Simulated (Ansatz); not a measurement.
## From the elastic tensor of MnV to moduli and sound speeds

Method: DFT LDA, scalar-relativistic, plane waves, PAW in Ansatz 0.2.0. Settings: 420 eV plane-wave cutoff, Γ-centred 14×14×14 mesh, Fermi-Dirac smearing of 0.15 eV. No spin polarisation.

The structure is cubic, space group Pm-3m (No. 221). Conventional cell: a = 2.811 Å, b = 2.811 Å, c = 2.811 Å, α = 90.00°, β = 90.00°, γ = 90.00°. Mn (site symmetry m-3m) has 8 V at 2.43 Å as nearest neighbours. V (site symmetry m-3m) has 8 Mn at 2.43 Å as nearest neighbours.

In a metal, frequencies and elastic constants depend on the k mesh and the smearing, soft modes and shear constants most. Spin polarisation was left out, and a magnetic state may lie lower.

Relaxed-ion constants (GPa, on the Cartesian axes of the calculation):
C11 = 541.9, C12 = 149.4, C13 = 149.4, C22 = 541.9, C23 = 149.4, C33 = 541.9, C44 = 91.0, C55 = 91.0, C66 = 91.0 GPa; the others vanish.

Density 7.914 g/cm³; 2 atoms in 22.21 Å³.

The values that follow are for a polycrystal of randomly turned grains, by Hill's mean where one number stands.

With S = C⁻¹: B_V = (C11+C22+C33+2(C12+C13+C23))/9, G_V = (C11+C22+C33−C12−C13−C23+3(C44+C55+C66))/15, 1/B_R = S11+S22+S33+2(S12+S13+S23), 15/G_R = 4(S11+S22+S33−S12−S13−S23)+3(S44+S55+S66); Hill is their mean. Then v_l = √((B+4G/3)/ρ), v_t = √(G/ρ), v_m = [(2/v_t³+1/v_l³)/3]^(−1/3) and Θ = (ħ/k_B)·v_m·(6π²n/V)^(1/3) for n atoms in the volume V; E = 9BG/(3B+G), ν = (3B−2G)/(2(3B+G)) and A^U = 5G_V/G_R + B_V/B_R − 6.

- Bulk modulus, Voigt / Reuss / Hill: 280.2 / 280.2 / 280.2 GPa
- Shear modulus, Voigt / Reuss / Hill: 133.1 / 115.8 / 124.5 GPa
- Young's modulus: 325 GPa
- Poisson ratio: 0.307
- Pugh ratio B/G: 2.25 (over 1.75, the rule of thumb for ductile)
- Universal anisotropy index: 0.74
- Longitudinal and transverse sound speeds: 7508 and 3966 m/s
- Debye temperature from the mean sound speed: 592 K

Cost: 1 run of about 1.2 core-minutes, on Arm Neoverse V1 (shared hosts).